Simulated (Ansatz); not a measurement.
Given:

AgI:
```yaml
crystal:
  lattice:
    - [4.32632, 0.00000, 0.00000]
    - [-2.16316, 3.74670, 0.00000]
    - [0.00000, 0.00000, 14.38149]
  atoms:
    - { symbol: Ag, position: [0.00000, 0.00000, 0.32365] }
    - { symbol: Ag, position: [0.00000, 0.00000, 0.82365] }
    - { symbol: Ag, position: [0.66667, 0.33333, 0.42653] }
    - { symbol: Ag, position: [0.33333, 0.66667, 0.92653] }
    - { symbol: I, position: [0.00000, 0.00000, 0.01804] }
    - { symbol: I, position: [0.00000, 0.00000, 0.51804] }
    - { symbol: I, position: [0.66667, 0.33333, 0.23177] }
    - { symbol: I, position: [0.33333, 0.66667, 0.73177] }
```

This is the LDA-relaxed structure. Cartesian axes are those of the cell as given.

### Question
All from LDA (plane waves, PAW; program Ansatz), unless another level is named. Estimate the electron effective mass.

### Answer
0.15, 0.20, 0.20 mₑ (principal values).

### Question
What about the hole effective mass, band 1 of 2 at the edge?

### Answer
5.6 along x, 1.7 along z (mₑ).

### Question
Next, the band gap?

### Answer
1.25 eV (direct).

Space group P6_3mc. The first step of the workflow began from a Materials Project structure, measured or hypothetical. Its sites differ from those of the usual phase in this space group: another stacking or structure type. The cell was relaxed with LDA under the symmetry of its start; whether a distortion lowers the energy is not shown. The run is not spin-polarised. A crystal of weakly bound layers computed without a dispersion correction: the cell and the soft elastic constants depend strongly on that. Spin–orbit coupling is left out wherever it is not named.

Potentials: the later of the program's two PAW sets.
